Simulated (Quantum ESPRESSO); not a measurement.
pw.x input (Quantum ESPRESSO 7.5; LDA, PseudoDojo standard norm-conserving files, scalar-relativistic):

```
&CONTROL
  calculation = 'scf'
  pseudo_dir = './pseudo'
  outdir = './out'
  tprnfor = .true.
  tstress = .true.
/
&SYSTEM
  ibrav = 0
  nat = 5
  ntyp = 3
  ecutwfc = 78.0
  ecutrho = 312.0
  occupations = 'smearing'
  smearing = 'fd'
  degauss = 0.002
  nbnd = 28
/
&ELECTRONS
  conv_thr = 5e-10
/
ATOMIC_SPECIES
Cl 35.4500 Cl.upf
Ge 72.6300 Ge.upf
Tl 204.3800 Tl.upf
CELL_PARAMETERS angstrom
  3.794990000000  -3.739885000000   0.000000000000
  3.794990000000   3.739885000000   0.000000000000
 -0.100904000000   0.000000000000   5.320973000000
ATOMIC_POSITIONS crystal
Cl   0.020020000000   0.496960000000   0.523110000000
Cl   0.496960000000   0.020020000000   0.523110000000
Cl   0.503130000000   0.503130000000   0.994390000000
Ge   0.480500000000   0.480500000000   0.532540000000
Tl   0.989090000000   0.989090000000   0.990980000000
K_POINTS automatic
6 6 6 0 0 0
```

End of the output:

```

[...]
     the Fermi energy is     4.8632 ev
!    total energy              =    -398.49862244 Ry
     estimated scf accuracy    <          6.2E-11 Ry
     smearing contrib. (-TS)   =      -0.00000000 Ry
     internal energy E=F+TS    =    -398.49862244 Ry
     The total energy is F=E-TS. E is the sum of the following terms:
     one-electron contribution =    -178.83929424 Ry
     hartree contribution      =     113.38640130 Ry
     xc contribution           =    -107.23623843 Ry
     ewald contribution        =    -225.80949108 Ry
     convergence has been achieved in  10 iterations
     Forces acting on atoms (cartesian axes, Ry/au):
     atom    1 type  1   force =     0.00366349   -0.00311253    0.00245191
     atom    2 type  1   force =     0.00366349    0.00311253    0.00245191
     atom    3 type  1   force =     0.00030499    0.00000000   -0.00534820
     atom    4 type  2   force =    -0.00536365    0.00000000    0.00502275
     atom    5 type  3   force =    -0.00226833    0.00000000   -0.00457837
     Total force =     0.012924     Total SCF correction =     0.000029
     Computing stress (Cartesian axis) and pressure
          total   stress  (Ry/bohr**3)                   (kbar)     P=      -31.74
  -0.00021478   0.00000000  -0.00000171          -31.60        0.00       -0.25
   0.00000000  -0.00021873   0.00000000            0.00      -32.18        0.00
  -0.00000171   0.00000000  -0.00021382           -0.25        0.00      -31.45
```
In a gapped system the printed Fermi energy is only some level inside the gap.

Spin-orbit coupling is not included.

Geometry of the Materials Project entry, not relaxed at this level.
